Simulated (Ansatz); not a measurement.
Sn (space group I4/mmm)

```
Sn
1.0
   -3.99945     3.99945     2.31381
    3.99945    -3.99945     2.31381
    3.99945     3.99945    -2.31381
Sn
4
Direct
  0.17843   0.17843   0.35686
  0.17843   0.82157   0.00000
  0.82157   0.17843   0.00000
  0.82157   0.82157   0.64314
```

The slice is a (-1 1 0) plane (indices of the conventional cell) through the point (0.822, 0.822, 0.643) (fractional), spanned by u = [110] and v = [112] in vectors of this cell: u (4.63 Å) and v (11.31 Å, at 90° to u). It covers one period; positions are fractions (u, v).

These are PBEsol (plane waves to 420 eV, PAW, scalar-relativistic; Ansatz, a program for electronic structure) values and carry that method's errors. k mesh 12×12×12. Near the nuclei the fields are pseudised (PAW); where an atom keeps semicore shells as valence, they peak there. Sn was relaxed with its symmetry unable to fall. This is one of several known forms of Sn; the measured ambient cells at hand have space group No. 141 or 227.

**Question.** Predict the map of the electron localisation function (ELF) on the slice.

**Answer.** 
```
|x.+@%++%@+.|
|=+#@+==+@#+|
|+*@*-xx-*@*|
|+*%+:xx:+%*|
|:-*+=xx=+*-|
| .=++==++=.|
|  :=++++=: |
|   .----.  |
|    .::.   |
|   .----.  |
|  :=++++=: |
| .=++==++=.|
|:-*+=xx=+*-|
|+*%+:xx:+%*|
|+*@*-xx-*@*|
|=+#@+==+@#+|
|x.+@%++%@+.|
|xx=*#++#*=x|
|x.+*=::=*+.|
|=+++:  :+++|
|+++-.  .-++|
|=-:.    .:-|
|:..      ..|
|=-:.    .:-|
|+++-.  .-++|
|=+++:  :+++|
|x.+*=::=*+.|
|xx=*#++#*=x|
```
Scale: ten equal steps from 0.01 (start of ' ') to 0.62 (end of '@'), in the order ' .:-=+*#%@'. Values: electron localisation function (ELF). The map has 11 points along u (one character each, u = 0 at the left) and 28 along v (v = 0 in the bottom row). Points within 0.5 Å of a nucleus are blanked (x), as the pseudised field means little there.
